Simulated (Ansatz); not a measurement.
SiMo$_{2}$:
```xyz
6
Lattice="3.6415 0.0000 0.0000 0.0000 3.6415 0.0000 0.0000 0.0000 6.8383" Properties=species:S:1:pos:R:3 pbc="T T T"
Mo     0.0000     0.0000     0.0000
Mo     1.8207     1.8207     0.0000
Mo     1.8207     0.0000     2.3343
Mo     0.0000     1.8207     4.5039
Si     1.8207     0.0000     4.8682
Si     0.0000     1.8207     1.9700
```

Relaxed with PBE. Special points in fractions of this cell's reciprocal vectors: Γ (0.000, 0.000, 0.000); X (0.000, 0.500, 0.000); M (0.500, 0.500, 0.000); Z (0.000, 0.000, 0.500); R (0.000, 0.500, 0.500); A (0.500, 0.500, 0.500).

Problem. List the band energies nearest the Fermi level at these points for DFT-PBE in the program Ansatz with PAW potentials.

Solution. In eV from the Fermi level; about four levels below and three above (degenerate sets whole), none deeper than 8.9 eV; points with the same levels are listed once.

```
k                    below                above
-  -----------------------  -------------------
Γ  -0.34 -0.33 -0.10 -0.10       1.67 1.72 1.72
X  -1.55 -1.55 -0.36 -0.36  0.38 0.38 0.81 0.81
M  -2.56 -2.56 -0.66 -0.66  0.29 0.29 0.36 0.36
Z  -0.73 -0.73 -0.30 -0.14       0.91 0.91 2.28
R  -1.36 -1.36 -0.60 -0.60  0.19 0.19 0.99 0.99
A  -2.44 -2.44 -2.26 -2.26  0.49 0.49 0.75 0.75
```

Space group P4/nmm. A made-up cell: these elements were put on the sites of a structure type; neither database checked (COD, Materials Project) lists it. Whether it is the stable phase at ambient conditions was not checked. The cell was relaxed with PBE under the symmetry of its start; whether a distortion lowers the energy is not shown. The run is not spin-polarised. Spin–orbit coupling is left out wherever it is not named.

Potentials: the later of the program's two PAW sets.
